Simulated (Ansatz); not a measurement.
TaS$_{2}$ (CdI2 type)

```xyz
3
Lattice="3.3288 0.0000 0.0000 -1.6644 2.8828 0.0000 0.0000 0.0000 5.7862" Properties=species:S:1:pos:R:3 pbc="T T T"
Ta     0.0000     0.0000     0.0000
S      0.0000     1.9219     1.5448
S      1.6644     0.9609     4.2413
```

E(V) scan at fixed shape, V₀ the volume above. The atoms relax within the cell's symmetry.

The numbers are results of PBE-D3(BJ) (plane waves to 420 eV, PAW, scalar-relativistic; Ansatz, a first-principles code), not measurements. k mesh 17×17×9 (Γ-centred), Fermi-Dirac smearing 0.05 eV. Energies are smeared free energies. Compression counts positive. With the shape held, the modulus is that of even scaling; a crystal free to change shape is softer. Spin-orbit coupling is left out, though Ta is heavy. TaS2 is run without spin polarisation. TaS2 was relaxed with its symmetry unable to fall. The zero of ΔE is the relaxed starting cell. The last digit holds for this mesh only.

| V (Å³/atom) | ΔE (meV/atom) |
|---|---|
| 16.657 | 42.2 |
| 16.966 | withheld |
| 17.274 | 17.4 |
| 17.583 | 9.5 |
| 17.891 | 4.1 |
| 18.200 | 1.0 |
| 18.508 | 0.0 |
| 18.817 | 0.9 |
| 19.125 | 3.5 |
| 19.434 | 7.8 |
| 19.742 | 13.4 |
| 20.051 | 20.4 |
| 20.359 | 28.6 |

Problem. Fit a third-order Birch-Murnaghan form (E₀, V₀, B₀, B₀′ free) to the given rows and predict ΔE at V = 16.966.

Solution. Least squares on the 12 given rows: ΔE = E₀ + (9V₀B₀/16)·y²·[2 + (B₀′ − 4)y], y = (V₀/V)^(2/3) − 1, with V₀ = 18.510 Å³/atom, B₀ = 59.54 GPa (160.2 GPa = 1 eV/Å³; the term in eV is multiplied by 1000), B₀′ = 4.76, E₀ = -0.03 meV/atom; root-mean-square residual 0.04 meV/atom. At 16.966 the fit gives 28.3 meV/atom; the calculation gives 28.3 meV/atom, the same to the digits shown. For the pressure the fit gives 6.4 GPa against the computed 6.4 GPa.

(A scan under strain: stresses follow from slopes of the energy per volume, elastic moduli from its curvatures.)
